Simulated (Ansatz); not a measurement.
Pb (fcc, Cu type)

```
Pb
1.0
    0.00000     2.51706     2.51706
    2.51706     0.00000     2.51706
    2.51706     2.51706     0.00000
Pb
1
Direct
  0.00000   0.00000   0.00000
```

Calculation: PBE (plane waves to 420 eV, PAW, scalar-relativistic; Ansatz, an electronic-structure program). DFPT wavenumbers on a 16×16×16 k mesh, in cm⁻¹ and rounded to 5; i marks imaginary ones, q is in fractions of the reciprocal vectors of the cell shown, and the three acoustic modes at Γ are left out. The program warned that its band solver left a few bands short of their tolerance. Pb was relaxed with its symmetry unable to fall. Spin-orbit coupling is left out, though Pb is heavy. The PAW data are Ansatz's earlier set. The relaxed volume of Pb is well above the measured one; the method has no dispersion term.

Task: Is the structure dynamically stable at L = (0.5, 0.0, 0.0), X = (0.5, 0.5, 0.0)?

Result: No imaginary mode at these points (lowest 30 cm⁻¹ at L = (0.5, 0.0, 0.0)); other wave vectors were not tested.

Task: List the wavenumbers at L = (0.5, 0.0, 0.0), X = (0.5, 0.5, 0.0), with degeneracies.

Result: 
```json
[
 {"q": "L = (0.5, 0.0, 0.0)", "wavenumbers (cm⁻¹)": "30 (×2), 70"},
 {"q": "X = (0.5, 0.5, 0.0)", "wavenumbers (cm⁻¹)": "35 (×2), 60"}
]
```
